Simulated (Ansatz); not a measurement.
Nb5Si3:
```yaml
crystal:
  lattice:
    - [7.55597, 0.00000, 0.00000]
    - [-3.77798, 6.54366, 0.00000]
    - [0.00000, 0.00000, 5.25194]
  atoms:
    - { symbol: Nb, position: [0.25083, 0.00000, 0.25000] }
    - { symbol: Nb, position: [0.25083, 0.25083, 0.75000] }
    - { symbol: Nb, position: [0.00000, 0.25083, 0.25000] }
    - { symbol: Nb, position: [0.74917, 0.00000, 0.75000] }
    - { symbol: Nb, position: [0.74917, 0.74917, 0.25000] }
    - { symbol: Nb, position: [0.00000, 0.74917, 0.75000] }
    - { symbol: Si, position: [0.60710, 0.00000, 0.25000] }
    - { symbol: Si, position: [0.60710, 0.60710, 0.75000] }
    - { symbol: Si, position: [0.00000, 0.60710, 0.25000] }
    - { symbol: Si, position: [0.39290, 0.00000, 0.75000] }
    - { symbol: Si, position: [0.39290, 0.39290, 0.25000] }
    - { symbol: Si, position: [0.00000, 0.39290, 0.75000] }
    - { symbol: Nb, position: [0.33333, 0.66667, 0.00000] }
    - { symbol: Nb, position: [0.66667, 0.33333, 0.50000] }
    - { symbol: Nb, position: [0.66667, 0.33333, 0.00000] }
    - { symbol: Nb, position: [0.33333, 0.66667, 0.50000] }
```

Relaxed with r²SCAN. Special points in fractions of this cell's reciprocal vectors: Γ (0.000, 0.000, 0.000); M (0.500, 0.000, 0.000); K (0.333, 0.333, 0.000); A (0.000, 0.000, 0.500); L (0.500, 0.000, 0.500); H (0.333, 0.333, 0.500).

List the band energies nearest the Fermi level at these points for plane-wave PAW r²SCAN (Ansatz code).

In eV from the Fermi level; about four levels below and three above (degenerate sets whole), none deeper than 8.9 eV; points with the same levels are listed once.

```tsv
k	below	above
Γ	-0.62 -0.62 -0.23 -0.23	0.08 0.29 0.46 0.46
M	-1.28 -0.70 -0.15 -0.14	0.03 0.19 0.55
K	-0.95 -0.95 -0.22 -0.22	0.11 0.27 0.27
A	-0.45 -0.45 -0.45 -0.45 -0.03 -0.03	1.20 1.20 1.20 1.20
L	-0.20 -0.20 -0.12 -0.12	0.02 0.02 0.33 0.33
H	-0.42 -0.42 -0.42 -0.42 -0.17 -0.17	0.72 0.72 0.79 0.79
```

Space group P6_3/mcm. The workflow started from an entry of the Crystallography Open Database (COD), which files this formula under 2 space groups. Whether it is the stable phase at ambient conditions was not checked. The cell was relaxed with r²SCAN under the symmetry of its start; its stability against distortions is not shown here. The run is not spin-polarised. Scalar-relativistic: spin–orbit coupling is off unless named, which matters more the heavier the elements.

Potentials: the later of the program's two PAW sets.
